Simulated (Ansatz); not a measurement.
A geometry of Sn away from equilibrium: the start of the relaxation of a generated trial cell of Sn in the AFLOW prototype A_oP8_62_2c (A_c). Level of theory: PBEsol (plane waves to 420 eV, PAW, scalar-relativistic; Ansatz, an electronic-structure program). Γ-centred k-mesh 5×6×6 on the run's cell (coarser than for final values), Fermi–Dirac smearing 0.05 eV.

```xyz
8
Lattice="7.4999 0.0000 0.0000 0.0000 5.3162 0.0000 0.0000 0.0000 5.5008" Properties=species:S:1:pos:R:3:forces:R:3 pbc="T T T" free_energy=-47597.621 pressure_GPa=1.9
Sn     3.4800     1.3291     1.6062    0.3096    0.0000    0.1236
Sn     7.2299     1.3291     1.1442    0.3096    0.0000   -0.1236
Sn     4.0200     3.9872     3.8946   -0.3096    0.0000   -0.1236
Sn     0.2700     3.9872     4.3567   -0.3096    0.0000    0.1236
Sn     1.3575     1.3291     3.6196    0.0735    0.0000    0.5467
Sn     5.1075     1.3291     4.6317    0.0735    0.0000   -0.5467
Sn     6.1424     3.9872     1.8813   -0.0735    0.0000   -0.5467
Sn     2.3925     3.9872     0.8691   -0.0735    0.0000    0.5467
```

Positions in Å, forces in eV/Å, free energy of the cell in eV (comparable only within this code, potentials and settings). Largest force: 0.55 eV/Å, on Sn5, Sn6, Sn7, Sn8 (atoms numbered as listed); the geometry lies 0.14 to 0.15 eV/atom (the two k-meshes of the run give this range) above the end of its relaxation.

No spin polarisation in the result.

The run could not lower the symmetry of its start; a shaken copy of this end point relaxes with PBEsol to P2/m (No. 10) at a tolerance of 0.01 Å, P6/mmm (No. 191) at 0.1 Å, 0.01 eV/atom lower.

The end of the path is a generated cell of Sn: the first start was made by placing the elements on the sites of a structure type, and the end was not matched to a known phase here, so it may be hypothetical. Known forms of Sn include space group No. 141, 227.
